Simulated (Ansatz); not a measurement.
Here is the system:

AgI:
```
AgI
1.0
   -2.13268     2.13268     3.01499
    2.13268    -2.13268     3.01499
    2.13268     2.13268    -3.01499
Ag I
1 1
Direct
  0.00000   0.00000   0.00000
  0.50000   0.50000   0.00000
```

This is the PBE+D3(BJ)-relaxed structure.

Task: All from plane-wave PAW PBE+D3(BJ) (Ansatz code), unless another level is named. Give the electron effective mass.

Result: 0.22, 0.22, 0.44 mₑ (principal values).

Task: And the valence-band maximum?

Result: at N.

Task: Next, the weight of the conduction-edge state by species (Voronoi cells)?

Result: Ag 76 %, I 24 %.

Task: And the conduction-band minimum?

Result: at M.

Space group Fm-3m (rock salt). This is a known high-pressure phase of the composition, computed here at zero pressure and temperature. The cell was relaxed with PBE+D3(BJ) under the symmetry of its start; its stability against distortions is not shown here. The run is not spin-polarised. Spin–orbit coupling is left out wherever it is not named.

Potentials: the later of the program's two PAW sets.

Edges and masses are those of Kohn–Sham bands, whose gap is no quasiparticle gap.
